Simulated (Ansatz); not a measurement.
## PbF$_{2}$: a vibration from a frozen displacement

Level of theory: DFT r2SCAN, scalar-relativistic, plane waves, PAW in Ansatz 0.2.0. Cutoff 500 eV, Γ-centred 8×8×8 k-points, Gaussian smearing of 0.05 eV. Spin–orbit coupling is left out, which matters for the heavy elements here. No spin polarisation. Energies are free energies at this smearing, counted from the undisturbed cell; pressure is positive in compression.

The starting cell (as given, not relaxed at this level; it stands at -0.7 GPa, and it needn't be the usual structure):

```
Pb F
1.0
     0.00000    2.96985    2.96985
     2.96985    0.00000    2.96985
     2.96985    2.96985    0.00000
Pb F
1 2
Direct
  0.00000 0.00000 0.00000
  0.25000 0.25000 0.25000
  0.75000 0.75000 0.75000
```

Every F atom is moved by x along the Cartesian unit vector (0.000, 0.000, -1.000); the cell and all other atoms stay fixed. The cell's volume is 52.39 Å³; the moved atoms weigh 37.997 u together and the others 207.200 u. Some rows repeat others by symmetry and weren't run.

```
  x (Å)  ΔE (meV/cell) total force on the moved atoms along the move (eV/Å) pressure (GPa)
-0.5000         240.76                                                1.2638          4.7704
-0.4375         170.09                                                1.0018          3.4936
-0.3750         114.96                                                0.7678          2.3815
-0.3125          73.44                                                0.5666          1.4381
-0.2500          43.41                                                0.4000          0.6658
-0.1875          22.76                                                0.2662          0.0653
-0.1250           9.57                                                0.1602         -0.3633
-0.0625           2.31                                                0.0748         -0.6203
 0.0000           0.00                                                0.0000         -0.7059
 0.0625           2.31                                               -0.0748         -0.6203
 0.1250           9.57                                               -0.1602         -0.3633
 0.1875          22.76                                               -0.2662          0.0653
 0.2500          43.41                                               -0.4000          0.6658
 0.3125          73.44                                               -0.5666          1.4381
 0.3750         114.96                                               -0.7678          2.3815
 0.4375         170.09                                               -1.0018          3.4936
 0.5000         240.76                                               -1.2638          4.7704
```

What frequency belongs to this motion?

The force constant is k = −dF/dx = 1.197 eV/Å², from the parabola through x = -0.0625, 0 and 0.0625. In every cell the moved atoms swing against the rest, so the mass is μ = m₁m₂/(m₁ + m₂) = 32.109 u, and ν̃ = 521.5 cm⁻¹ × √(|k|/μ) = 101 cm⁻¹. To first order in x, and within 1 %, the force on every atom lies along the move and, within each of the two groups, in proportion to the atom's mass, so this is itself a mode at the zone centre of this cell, taken without macroscopic field (the transverse frequency in a polar insulator).

How far does the harmonic law reach?

At x = -0.500 Å, kx²/2 = 149.60 meV against the computed 240.76 meV (+60.9 %): the well stiffens in this direction at large amplitude.

The pressure changes with x². What does that say about the frequency under compression?

With E = k(V)x²/2, k ∝ V^(−2γ) and x scaling with the cell as V^(1/3), P − P0 = −∂E/∂V = (2γ − 2/3) ΔE/V. At x = 0.1250 Å, V(P − P0) = 52.39 × 0.34257 / 160.2 eV = 112.01 meV and ΔE = 9.57 meV, so γ = 1/3 + V(P − P0)/(2ΔE) = 6.19. This is the Grüneisen parameter of the motion under uniform scaling of the cell: shrinking the cell evenly by 1 % in volume raises the frequency by about 6.19 %. Values this far from the 1 to 3 of most solids mark a soft motion whose force constant is small beside what it shares with volume.